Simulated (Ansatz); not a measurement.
SnO (litharge type, space group P4/nmm)

```xyz
4
Lattice="3.7690 0.0000 0.0000 0.0000 3.7690 0.0000 0.0000 0.0000 4.5602" Properties=species:S:1:pos:R:3 pbc="T T T"
Sn     1.8845     0.0000     1.1556
Sn     0.0000     1.8845     3.4046
O      0.0000     0.0000     0.0000
O      1.8845     1.8845     0.0000
```

The slice is a (0 -1 1) plane (indices of the conventional cell) through the point (0.500, 0.000, 0.253) (fractional), spanned by u = [100] and v = [011] in vectors of this cell: u (3.77 Å) and v (5.92 Å, at 90° to u). It covers one period; positions are fractions (u, v).

The numbers are results of PBEsol-D3(BJ) (plane waves to 420 eV, PAW, scalar-relativistic; Ansatz, a program for electronic structure), not measurements. k mesh 12×12×10. These are valence fields of a PAW run, semicore shells included where kept as valence: close to a nucleus they are smooth pseudo fields. SnO was relaxed with its symmetry unable to fall. The PAW data are Ansatz's earlier set.

Task: Predict the map of the electron localisation function (ELF) on the slice.

Result: 
| v \ u | 0.00 | 0.10 | 0.20 | 0.30 | 0.40 | 0.50 | 0.60 | 0.70 | 0.80 | 0.90 |
|---|---|---|---|---|---|---|---|---|---|---|
| 0.88 | 0.18 | 0.21 | 0.17 | 0.31 | 0.70 | 0.77 | 0.70 | 0.31 | 0.17 | 0.21 |
| 0.75 | 0.56 | 0.41 | 0.11 | 0.11 | 0.41 | 0.57 | 0.41 | 0.11 | 0.11 | 0.41 |
| 0.62 | 0.78 | 0.72 | 0.34 | 0.17 | 0.22 | 0.19 | 0.22 | 0.17 | 0.34 | 0.72 |
| 0.50 | 0.32 | 0.23 | 0.20 | 0.22 | x | x | x | 0.22 | 0.20 | 0.23 |
| 0.38 | 0.06 | 0.12 | 0.34 | 0.39 | 0.32 | 0.24 | 0.32 | 0.39 | 0.34 | 0.12 |
| 0.25 | 0.51 | 0.44 | 0.30 | 0.31 | 0.45 | 0.52 | 0.45 | 0.31 | 0.30 | 0.44 |
| 0.12 | 0.26 | 0.34 | 0.40 | 0.34 | 0.12 | 0.06 | 0.12 | 0.34 | 0.40 | 0.34 |
| 0.00 | x | x | 0.23 | 0.21 | 0.21 | 0.28 | 0.21 | 0.21 | 0.23 | x |

Values: electron localisation function (ELF). Points within 0.4 Å of a nucleus are blanked (x), as the pseudised field means little there.
